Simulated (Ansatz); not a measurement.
Relaxed-ion elastic tensor of C in space group P6_222 (No. 180; C on 3c) in GPa (Voigt order), DFT-r²SCAN in the program Ansatz with PAW potentials; density 3.65 g/cm³, 5.47 Å³ per atom.

```
1210  83.1  39.7   0.0   0.0   0.0
83.1  1210  39.7   0.0   0.0   0.0
39.7  39.7  1210   0.0   0.0   0.0
 0.0   0.0   0.0   541   0.0   0.0
 0.0   0.0   0.0   0.0   541   0.0
 0.0   0.0   0.0   0.0   0.0   563
```

Question: Is the crystal mechanically stable?

Answer: Yes: the smallest eigenvalue of C is 541 GPa.

Question: Work out the Voigt, Reuss and Hill averages.

Answer: K_V = 439, K_R = 439, K_H = 439; G_V = 560, G_R = 559, G_H = 560 GPa.

Question: Give Young's modulus, Poisson's ratio, Pugh's ratio and the universal anisotropy index.

Answer: E = 9KG/(3K + G) = 1180 GPa; ν = 0.05; K/G = 0.78 (brittle by the Pugh limit of 1.75); A_U = 5G_V/G_R + K_V/K_R − 6 = 0.01.

Question: Estimate the sound speeds and the Debye temperature.

Answer: v_l = √((K + 4G/3)/ρ) = 18000 m/s, v_t = √(G/ρ) = 12400 m/s, mean 13500 m/s; Θ = (h/k)(3n/4πV)^(1/3) v_m = 2280 K.

Question: Solve the Christoffel equation for the three sound speeds along x, y, z.

Answer: Eigenvalues of C_ijkl n_j n_l equal ρv² (piezoelectric stiffening left out). In km/s, slowest first: x 12.18, 12.43, 18.21; y 12.18, 12.43, 18.21; z 12.18, 12.18, 18.18.

Question: How much does each axis shrink under pressure?

Answer: Linear compressibilities β_i = Σ_j S_ij (j = 1 to 3): x 0.75, y 0.75, z 0.78 per TPa.

The start of the workflow was typed in or built on a structure type; neither database checked (COD, Materials Project) lists it. It is not the phase usual at ambient conditions (space group No. 194, 227). Symmetry was held in the r²SCAN relaxation; its stability against distortions is not shown here.

Potentials: the earlier of the program's two PAW sets.
